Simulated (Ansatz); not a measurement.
Starting cell, LiF (rock salt):

```
LiF
1.0
    0.00000     2.03393     2.03393
    2.03393     0.00000     2.03393
    2.03393     2.03393     0.00000
F Li
1 1
Direct
  0.00000   0.00000   0.00000
  0.50000   0.50000   0.50000
```

A phonon eigenvector at Γ is frozen into this cell: atom i moves by Q times the vector below, so Q is the largest atomic displacement, in Å. The cell is held. It is one choice among 3 degenerate patterns.

```json
[
 {"atom": "F1", "x": "0.000", "y": "0.000", "z": "-0.365"},
 {"atom": "Li2", "x": "0.000", "y": "0.000", "z": "1.000"}
]
```

The numbers are results of PBE (plane waves to 420 eV, PAW, scalar-relativistic; Ansatz, a program for electronic structure), not measurements. k mesh 14×14×14 (Γ-centred), Fermi-Dirac smearing 0.05 eV. Energies are smeared free energies. Compression counts positive. LiF was relaxed with its symmetry unable to fall. The zero of ΔE is the undisplaced structure.

```json
[
 {"Q (Å)": "-0.100", "ΔE (eV/cell)": "0.0136", "P (GPa)": "(withheld)"},
 {"Q (Å)": "-0.083", "ΔE (eV/cell)": "0.0092", "P (GPa)": "0.49"},
 {"Q (Å)": "-0.067", "ΔE (eV/cell)": "0.0057", "P (GPa)": "0.31"},
 {"Q (Å)": "-0.050", "ΔE (eV/cell)": "0.0032", "P (GPa)": "0.18"},
 {"Q (Å)": "-0.033", "ΔE (eV/cell)": "(withheld)", "P (GPa)": "0.08"},
 {"Q (Å)": "-0.017", "ΔE (eV/cell)": "0.0003", "P (GPa)": "0.03"},
 {"Q (Å)": "0.000", "ΔE (eV/cell)": "0.0000", "P (GPa)": "0.01"},
 {"Q (Å)": "0.017", "ΔE (eV/cell)": "0.0003", "P (GPa)": "0.03"},
 {"Q (Å)": "0.033", "ΔE (eV/cell)": "(withheld)", "P (GPa)": "0.08"},
 {"Q (Å)": "0.050", "ΔE (eV/cell)": "0.0032", "P (GPa)": "0.18"},
 {"Q (Å)": "0.067", "ΔE (eV/cell)": "0.0057", "P (GPa)": "0.31"},
 {"Q (Å)": "0.083", "ΔE (eV/cell)": "0.0092", "P (GPa)": "0.49"},
 {"Q (Å)": "0.100", "ΔE (eV/cell)": "0.0136", "P (GPa)": "(withheld)"}
]
```

Q: Fill in the missing entries.

A: 
- -0.100, P (GPa): 0.70
- -0.033, ΔE (eV/cell): 0.0014
- 0.033, ΔE (eV/cell): 0.0014
- 0.100, P (GPa): 0.70

(For displaced atoms, the force is minus the slope of the energy, and its curvature is a force constant, which sets phonon frequencies.)
